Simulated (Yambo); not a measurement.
G0W0@PBE for AlAs (zinc blende, space group F-43m, No. 216) in Yambo (4×4×4 mesh, 15 Ry block, plasmon pole, screening fixed), without a terminator:

```json
[
 {"bands N in G": "68", "gap Γ → X (eV)": "1.923", "shift of the valence edge (eV)": "-0.478"},
 {"bands N in G": "125", "gap Γ → X (eV)": "2.010", "shift of the valence edge (eV)": "-0.641"},
 {"bands N in G": "202", "gap Γ → X (eV)": "2.042", "shift of the valence edge (eV)": "-0.698"}
]
```

Task: Extrapolate both columns to infinite N with E(N) = E∞ + A/N, test the form, and compare with the terminator.

Result: From two points, E∞ = (N2 E2 − N1 E1)/(N2 − N1). The two largest N give 2.09 eV for the gap and -0.79 eV for the shift; the two smallest give 2.11 eV and -0.84 eV. For the gap the slopes A are -13 and -10 eV: the form isn't reached, and its limit is uncertain. For the shift the slopes A are 24 and 19 eV: the form isn't reached, and its limit is uncertain. With the Bruneval-Gonze terminator and 202 bands the run gives 2.07 eV and -0.74 eV, 0.03 eV and 0.05 eV from the extrapolated values: the terminator too is an estimate of the remainder. Block, mesh and the bands in W are held fixed.

Spin-orbit coupling is not included.

Geometry relaxed with PBEsol; primitive cell a = b = c = 4.0128 Å, α = β = γ = 60.00°.

A shift is the quasiparticle energy of the state minus its PBE energy.

The potentials are those of PseudoDojo's stringent table.
